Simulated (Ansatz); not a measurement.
In the program Ansatz at the PBEsol level (PAW), ScPd$_{3}$C in the anti-perovskite structure (Pm-3m) relaxes to a = 4.148 Å. Sc has 12 nearest neighbours from 2.93 Å (cuboctahedral); C has 6 nearest neighbours from 2.07 Å (octahedral). Its formation energy from the elements is -0.23 eV/atom, with no fitted shifts.

Electronic character: metallic (no gap). Gap from PBEsol with spin–orbit coupling: none (metallic).

The bulk modulus is 187 GPa. The relaxed-ion elastic constants in GPa are C11 = 294, C12 = 134, C44 = 7.5. The highest mode at Γ lies at 475 cm⁻¹.

The start of the workflow was typed in or built on a structure type; neither database checked (COD, Materials Project) lists it. Whether it is the stable phase at ambient conditions was not checked. Symmetry was held in the PBEsol relaxation; phonons show weakly imaginary modes. No spin polarisation was allowed. As this level gives no gap, shear constants depend on the k-mesh and smearing (Fermi–Dirac, 0.1 eV here). As this level gives no gap, phonon frequencies hold no LO–TO term and depend on the k-mesh and smearing (Fermi–Dirac, 0.1 eV here). The references are the lowest solids computed at this level, not always the standard phases. Spin–orbit coupling is left out wherever it is not named.

Potentials: the later of the program's two PAW sets.
